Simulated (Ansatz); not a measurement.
TiHg, one cell by several methods

```yaml
crystal:
  lattice:
    - [3.00900, 0.00000, 0.00000]
    - [0.00000, 3.00900, 0.00000]
    - [0.00000, 0.00000, 4.04100]
  atoms:
    - { symbol: Ti, position: [0.50000, 0.50000, 0.50000] }
    - { symbol: Hg, position: [0.00000, 0.00000, 0.00000] }
```

Atoms are numbered in the order listed.

The conventional cell has a = 3.009 Å, b = 3.009 Å, c = 4.041 Å, α = 90.00°, β = 90.00°, γ = 90.00°. Ti (atom 1) is surrounded by 8 Hg at 2.93 Å and 4 Ti at 3.01 Å. Hg (atom 2) is surrounded by 8 Ti at 2.93 Å and 4 Hg at 3.01 Å.

The geometry is COD entry 1522697, unchecked; take it as a test cell.

Spin–orbit coupling is left out, though it moves levels of the heavy atoms by tenths of an eV or more.

All numbers are computed: DFT, LDA, PAW with Ansatz's default frozen-core files, scalar-relativistic (Ansatz 0.2.0); DFT, LDA, all-electron LAPW, scalar-relativistic (Ansatz 0.2.0).

For PAW: a Γ-centred 14×14×10 k mesh, Fermi–Dirac smearing of 0.08 eV, cutoff 420 eV, no spin polarisation; the PAW files were made with PBE, and the program remakes their frozen cores for this functional. LAPW targets a basis error of 1 meV/atom. The Ansatz runs share mesh, smearing and spin set-up. Plane-wave (PAW) pressures include the program's estimate of the Pulay term.

Stress and pressure are positive in compression.

Levels count from the Fermi level.

PAW results:

| quantity | PAW |
| --- | --- |
| pressure (GPa) | -6.66 |
| stress xx (GPa) | -6.88 |
| stress zz (GPa) | -6.21 |
| highest filled level at A (eV) | -1.704 |
| lowest empty level at A (eV) | 1.166 |
| highest filled level at Γ (eV) | -0.297 |
| lowest empty level at Γ (eV) | 1.246 |
| highest filled level at Z (eV) | -0.742 |
| lowest empty level at Z (eV) | 0.719 |

**Question.** What does all-electron LAPW give for the same quantities?

**Answer.** 
| quantity | LAPW |
| --- | --- |
| pressure (GPa) | -6.65 |
| stress xx (GPa) | -6.87 |
| stress zz (GPa) | -6.21 |
| highest filled level at A (eV) | -1.706 |
| lowest empty level at A (eV) | 1.164 |
| highest filled level at Γ (eV) | -0.296 |
| lowest empty level at Γ (eV) | 1.246 |
| highest filled level at Z (eV) | -0.743 |
| lowest empty level at Z (eV) | 0.719 |
